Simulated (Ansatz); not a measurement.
# Ga: frozen-core PAW against all-electron methods

```
Ga
1.0
     1.42542   -3.99609    0.00000
     1.42542    3.99609    0.00000
     0.00000    0.00000    3.11626
Ga
2
Direct
  0.86700 0.13300 0.25000
  0.13300 0.86700 0.75000
```

Atoms are numbered in the order listed.

The geometry is COD entry 9012485, unchecked; take it as a test cell. The listed cell was then made from it by scaling, straining or moving an atom.

Levels of theory: DFT, LDA, PAW with Ansatz's default frozen-core files, scalar-relativistic (Ansatz 0.2.0); DFT, LDA, all-electron PAW with datasets made for the crystal, scalar-relativistic (Ansatz 0.2.0); DFT, LDA, all-electron LAPW, scalar-relativistic (Ansatz 0.2.0).

For PAW: a Γ-centred 12×12×10 k mesh, Fermi–Dirac smearing of 0.08 eV, cutoff 420 eV, no spin polarisation; the PAW files were made with PBE, and the program remakes their frozen cores for this functional. The crystal-made all-electron datasets (AE datasets) take a cutoff of 260 eV at this cell. LAPW targets a basis error of 1 meV/atom. The Ansatz runs share mesh, smearing and spin set-up. Plane-wave (PAW) pressures include the program's estimate of the Pulay term.

Stress and pressure are positive in compression.

The change that made this cell: volume scaled by 0.95.

```json
{"quantity": "pressure (GPa)", "PAW": "-1.26", "AE datasets": "-1.22", "LAPW": "-1.21"}
{"quantity": "stress xx (GPa)", "PAW": "-3.74", "AE datasets": "-3.70", "LAPW": "-3.70"}
{"quantity": "stress yy (GPa)", "PAW": "?", "AE datasets": "-0.33", "LAPW": "-0.33"}
{"quantity": "stress zz (GPa)", "PAW": "?", "AE datasets": "0.39", "LAPW": "0.39"}
{"quantity": "force on Ga1, y (eV/Å)", "PAW": "0.206", "AE datasets": "0.205", "LAPW": "0.205"}
```

(1) Fill in "PAW" for the row "stress zz (GPa)".

(2) Give the missing entry: row "stress yy (GPa)", column "PAW".

Answers

(1) 0.34.

(2) -0.39.
